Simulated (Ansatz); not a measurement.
A geometry of ZrS$_{2}$ away from equilibrium: step 2 of the relaxation of a relaxed ZrS2 cell with one S and one Zr atom exchanged in a cell of 6 atoms. Computed with PBEsol (plane waves to 420 eV, PAW, scalar-relativistic; Ansatz, a program for electronic structure). Γ-centred k-mesh 7×7×4 on the run's cell (coarser than for final values), Fermi–Dirac smearing 0.05 eV. The plane waves were selected for a different cell earlier on the path.

```xyz
6
Lattice="7.2262 0.0162 0.0262 -1.7995 3.1169 0.0000 0.0212 0.0123 5.7836" Properties=species:S:1:pos:R:3 pbc="T T T"
Zr    -0.0889    -0.0513     0.1089
S      3.5310    -0.0393    -0.0852
S      0.0547     2.1095     1.5144
S      3.6773     2.1231     1.5011
Zr     1.9043     1.0994     4.1970
S      5.4304     1.0573     4.3964
```

Q: What forces act on the atoms (eV/Å)?

A: 
```csv
atom,Fx,Fy,Fz
Zr1,-1.33,-0.77,1.69
S2,-1.57,-0.91,-1.49
S3,0.53,0.30,0.88
S4,0.87,0.50,1.38
Zr5,1.09,0.63,-2.36
S6,0.43,0.25,-0.10
```

The path ends in P2/m (No. 10). No spin polarisation in the result. Without a van der Waals term the distances between weakly bound units are poorly fixed.

The run could not lose the symmetry of its start, so the end can be a saddle point.

The end of the path is a generated cell of ZrS2: the first start was made by placing the elements on the sites of a structure type, and the end was not matched to a known phase here, so it may be hypothetical. Known forms of ZrS2 include space group No. 164.
